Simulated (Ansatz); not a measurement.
**Stationary points along a deformation path in Rb₂Pd**

Method: DFT r2SCAN, scalar-relativistic, plane waves, PAW in Ansatz 0.2.0. The runs took a 500 eV cutoff, a Γ-centred 6×6×6 mesh and Gaussian smearing (0.05 eV). No spin polarisation. Energies are free energies at this smearing, counted from the undisturbed cell; pressure is positive in compression.

The starting cell (as given, not relaxed at this level; it stands at -0.5 GPa, and it needn't be the usual structure):

```xyz
3
Lattice="0.0000 4.1232 4.1232 4.1232 0.0000 4.1232 4.1232 4.1232 0.0000" Properties=species:S:1:pos:R:3 pbc="T T T"
Rb    2.0616    2.0616    2.0616
Rb    6.1848    6.1848    6.1848
Pd    0.0000    0.0000    0.0000
```

At fixed volume and fractional coordinates, lengths along (0.000, 0.000, 1.000) are scaled against those across it; ρ is that ratio over its starting value. V = 46.732 Å³/atom. Δσ is the stress along the axis less the mean stress across it (compression positive).

| ρ | ΔE (meV/atom) | Δσ (GPa) | space group |
| --- | --- | --- | --- |
| 0.707 | 180.7 | 6.06 | I4/mmm |
| 0.780 | 87.8 | 3.80 | I4/mmm |
| 0.850 | 36.9 | 2.34 | I4/mmm |
| 1.000 | 0.0 | 0.00 | Fm-3m |
| 1.200 | 53.2 | -3.18 | I4/mmm |
| 1.300 | 116.2 | -4.95 | I4/mmm |
| 1.414 | 213.3 | -6.97 | I4/mmm |

**Question.** How does the stress give the slope of the energy, and where is the energy stationary?

**Answer.** Along the path d ln(length) is 2/3 d ln ρ on the axis and −1/3 d ln ρ across it, so dE/d ln ρ = −(2/3) V Δσ: the energy falls with ρ where Δσ is positive. Δσ vanishes or changes sign at ρ = 1.000 (Fm-3m), a minimum at 0.0 meV/atom. Pairs of stationary points between two samples would go unseen, and could change a minimum read from distant neighbours into a maximum. At ρ = 1.000 the cell is cubic, where symmetry alone makes the stress isotropic and the slope zero.

The gap closes along the scan, which can put kinks into the curve.